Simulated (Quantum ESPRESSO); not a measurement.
**Band energies of GaAl3N4**

```
GaAl3N4
1.0
    5.03769     0.00000     0.00000
    0.00000     3.12544     0.00000
   -0.00335     0.00000     5.41117
N Al Ga
4 3 1
Direct
  0.11010   0.00000   0.66630
  0.12260   0.50000   0.16720
  0.62590   0.50000   0.84130
  0.62350   0.00000   0.32530
  0.50010   0.50000   0.16730
  0.00080   0.50000   0.83500
  0.00090   0.00000   0.33160
  0.49970   0.00000   0.66620
```

norm-conserving PBEsol (Quantum ESPRESSO, 84 Ry, scalar-relativistic); path ΓYHCEM1AXH1,MDZ,YD; energies in eV from the valence-band maximum.

| k (1/Å) | point | band 17 | band 18 | band 19 | band 20 | band 21 | band 22 | band 23 | band 24 |
|---|---|---|---|---|---|---|---|---|---|
| 0.00 | Γ | -0.88 | -0.73 | -0.09 | -0.01 | 0.00 | 3.52 | 5.46 | 5.89 |
| 0.19 |  | -1.02 | -0.70 | -0.54 | -0.04 | -0.04 | 3.96 | 5.63 | 6.05 |
| 0.58 | Y | -1.57 | -0.56 | -0.54 | -0.41 | -0.20 | 5.51 | 5.79 | 6.96 |
| 0.79 |  | -1.50 | -0.64 | -0.63 | -0.44 | -0.30 | 5.43 | 5.72 | 7.03 |
| 1.20 | H | -1.46 | -1.20 | -1.15 | -1.12 | -0.75 | 5.86 | 6.14 | 6.31 |
| 1.20 | C | -1.46 | -1.20 | -1.15 | -1.12 | -0.75 | 5.86 | 6.14 | 6.31 |
| 1.61 |  | -1.83 | -1.44 | -1.35 | -1.30 | -1.22 | 6.05 | 6.30 | 6.47 |
| 1.81 |  | -1.86 | -1.41 | -1.33 | -1.29 | -1.15 | 5.50 | 5.79 | 5.91 |
| 2.21 | E | -1.58 | -1.52 | -1.43 | -1.42 | -1.19 | 4.68 | 5.09 | 5.14 |
| 2.21 | M1 | -1.58 | -1.52 | -1.43 | -1.42 | -1.19 | 4.68 | 5.09 | 5.14 |
| 2.40 |  | -2.03 | -1.31 | -1.27 | -1.26 | -1.01 | 5.00 | 5.38 | 5.43 |
| 2.60 |  | -2.67 | -1.21 | -1.19 | -1.17 | -0.91 | 5.68 | 6.04 | 6.09 |
| 2.79 | A | -2.98 | -1.19 | -1.17 | -1.15 | -0.89 | 6.12 | 6.48 | 6.49 |
| 2.99 |  | -2.28 | -1.36 | -1.29 | -1.01 | -0.85 | 6.20 | 6.36 | 6.76 |
| 3.19 |  | -1.67 | -1.32 | -1.23 | -0.98 | -0.85 | 6.29 | 6.51 | 7.01 |
| 3.59 |  | -1.10 | -0.94 | -0.73 | -0.62 | -0.42 | 5.18 | 5.56 | 6.00 |
| 3.79 | X | -1.31 | -0.65 | -0.65 | -0.33 | -0.27 | 4.83 | 5.21 | 5.67 |
| 4.18 |  | -1.37 | -1.32 | -1.23 | -0.90 | -0.59 | 5.46 | 5.70 | 6.36 |
| 4.37 | H1 | -1.46 | -1.20 | -1.15 | -1.12 | -0.75 | 5.86 | 6.14 | 6.31 |
| 4.37 | M | -1.58 | -1.52 | -1.43 | -1.42 | -1.19 | 4.68 | 5.09 | 5.14 |
| 4.58 |  | -1.88 | -1.25 | -1.17 | -1.14 | -1.07 | 4.50 | 4.80 | 5.56 |
| 5.00 | D | -2.21 | -1.96 | -1.86 | -0.78 | -0.64 | 5.18 | 5.58 | 5.76 |
| 5.19 |  | -2.47 | -1.86 | -1.78 | -1.00 | -0.91 | 5.58 | 5.65 | 6.01 |
| 5.58 | Z | -2.91 | -1.89 | -1.83 | -1.57 | -1.49 | 5.64 | 5.64 | 7.58 |
| 5.58 | Y | -1.57 | -0.56 | -0.54 | -0.41 | -0.20 | 5.51 | 5.79 | 6.96 |
| 5.87 |  | -1.66 | -0.93 | -0.72 | -0.63 | -0.53 | 5.95 | 6.37 | 7.36 |
| 6.01 |  | -1.93 | -1.01 | -0.91 | -0.80 | -0.72 | 6.17 | 6.62 | 6.95 |
| 6.30 |  | -2.27 | -1.42 | -1.36 | -0.88 | -0.76 | 5.70 | 5.94 | 6.04 |
| 6.58 | D | -2.21 | -1.96 | -1.86 | -0.78 | -0.64 | 5.18 | 5.58 | 5.76 |

The PBEsol gap is direct, 3.52 eV at Γ.

Spin-orbit splittings are left out.

Geometry of the Materials Project entry, not relaxed at this level.

The structure is a Materials Project entry; no match was found in the copy of COD used, and its stability was not checked.
